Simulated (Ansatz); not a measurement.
Relaxed-ion elastic tensor of GaCuBr4 in space group P-42c (No. 112; Ga on 2d, Cu on 2e, Br on 8n) in GPa (Voigt order), LDA in the plane-wave PAW code Ansatz; density 4.80 g/cm³, 26.09 Å³ per atom.

|  | 1 | 2 | 3 | 4 | 5 | 6 |
|---|---|---|---|---|---|---|
| 1 | 25.7 | 10.8 | 18.4 | 0.0 | 0.0 | 0.0 |
| 2 | 10.8 | 25.7 | 18.4 | 0.0 | 0.0 | 0.0 |
| 3 | 18.4 | 18.4 | 35.2 | 0.0 | 0.0 | 0.0 |
| 4 | 0.0 | 0.0 | 0.0 | 16.2 | 0.0 | 0.0 |
| 5 | 0.0 | 0.0 | 0.0 | 0.0 | 16.2 | 0.0 |
| 6 | 0.0 | 0.0 | 0.0 | 0.0 | 0.0 | 9.7 |

Question: Is the crystal mechanically stable?

Answer: Yes: the smallest eigenvalue of C is 9.7 GPa.

Question: Work out the Voigt, Reuss and Hill averages.

Answer: K_V = 20.2, K_R = 18.3, K_H = 19.2; G_V = 11.0, G_R = 9.0, G_H = 10.0 GPa.

Question: Give Young's modulus, Poisson's ratio, Pugh's ratio and the universal anisotropy index.

Answer: E = 9KG/(3K + G) = 25.6 GPa; ν = 0.28; K/G = 1.92 (ductile by the Pugh limit of 1.75); A_U = 5G_V/G_R + K_V/K_R − 6 = 1.27.

Question: Estimate the sound speeds and the Debye temperature.

Answer: v_l = √((K + 4G/3)/ρ) = 2600 m/s, v_t = √(G/ρ) = 1440 m/s, mean 1610 m/s; Θ = (h/k)(3n/4πV)^(1/3) v_m = 161 K.

Question: Solve the Christoffel equation for the three sound speeds along x, y, z.

Answer: Eigenvalues of C_ijkl n_j n_l equal ρv² (piezoelectric stiffening left out). In km/s, slowest first: x 1.42, 1.84, 2.31; y 1.42, 1.84, 2.31; z 1.84, 1.84, 2.71.

Question: How much does each axis shrink under pressure?

Answer: Linear compressibilities β_i = Σ_j S_ij (j = 1 to 3): x 28, y 28, z -0.34 per TPa.

The first step of the workflow began from a Materials Project structure, measured or hypothetical; the Crystallography Open Database copy checked does not list it. Whether it is the stable phase at ambient conditions was not checked. The LDA relaxation kept the symmetry of its start; phonons on a q-mesh show no instability. The run is not spin-polarised.

Potentials: the later of the program's two PAW sets.
